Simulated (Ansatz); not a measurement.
HfSO:
```cif
data_Hf4O4S4
_chemical_formula_sum 'Hf4 S4 O4'
_space_group_name_H-M_alt 'P 1'
_space_group_IT_number 1
_cell_length_a 5.64594
_cell_length_b 5.64594
_cell_length_c 5.64594
_cell_angle_alpha 90.000
_cell_angle_beta 90.000
_cell_angle_gamma 90.000
loop_
_space_group_symop_operation_xyz
  'x, y, z'
loop_
_atom_site_label
_atom_site_type_symbol
_atom_site_fract_x
_atom_site_fract_y
_atom_site_fract_z
_atom_site_occupancy
Hf1 Hf 0.68007 0.81993 0.18007 1
Hf2 Hf 0.81993 0.18007 0.68007 1
Hf3 Hf 0.18007 0.68007 0.81993 1
Hf4 Hf 0.31993 0.31993 0.31993 1
S1 S 0.91755 0.41755 0.08245 1
S2 S 0.58245 0.58245 0.58245 1
S3 S 0.41755 0.08245 0.91755 1
S4 S 0.08245 0.91755 0.41755 1
O1 O 0.40575 0.59425 0.09425 1
O2 O 0.09425 0.40575 0.59425 1
O3 O 0.90575 0.90575 0.90575 1
O4 O 0.59425 0.09425 0.40575 1
```

Relaxed with PBEsol. The program Ansatz at the PBEsol level (PAW) gives a gap of 2.75 eV.

Problem. What gap does HSE06 give on the same cell (Ansatz, PAW)?

Solution. 3.99 eV, 1.25 eV more. The hybrid was solved on a coarser mesh and at special points; the gap given is the minimum over both.

```tsv
k	v1 PBEsol	c1 PBEsol	v1 HSE06	c1 HSE06
Γ	0.00	3.65	…	…
R	-0.72	2.90	-0.79	4.14
M	-0.72	3.35	…	…
X	-0.43	3.51	…	…
```

Problem. Top valence (v1) and lowest conduction level (c1) in eV from each method's valence maximum (which need not be a listed point): supply the withheld HSE06 values.

Solution. 
- Γ, v1 HSE06: 0.00
- Γ, c1 HSE06: 4.96
- M, v1 HSE06: -0.76
- M, c1 HSE06: 4.60
- X, v1 HSE06: -0.49
- X, c1 HSE06: 4.81

Cost on shared cores: the PBEsol run (SCF on a 5×5×5 mesh, then bands and DOS) around 4 core-minutes (rough), the HSE06 run (SCF on 3×3×3, then a few points) very roughly 2.7 core-minutes; the tasks are unlike.

Space group P2_13. The first step of the workflow began from a Materials Project structure, measured or hypothetical; the Crystallography Open Database copy checked does not list it. Its standing as an ambient phase is unchecked. The cell was relaxed with PBEsol under the symmetry of its start; its stability against distortions is not shown here. No spin polarisation was allowed. Spin–orbit coupling is left out wherever it is not named.

Potentials: the earlier of the program's two PAW sets. The files were generated under PBE; for other functionals the program regenerates the frozen cores, and for LDA and PBEsol the local potential too.
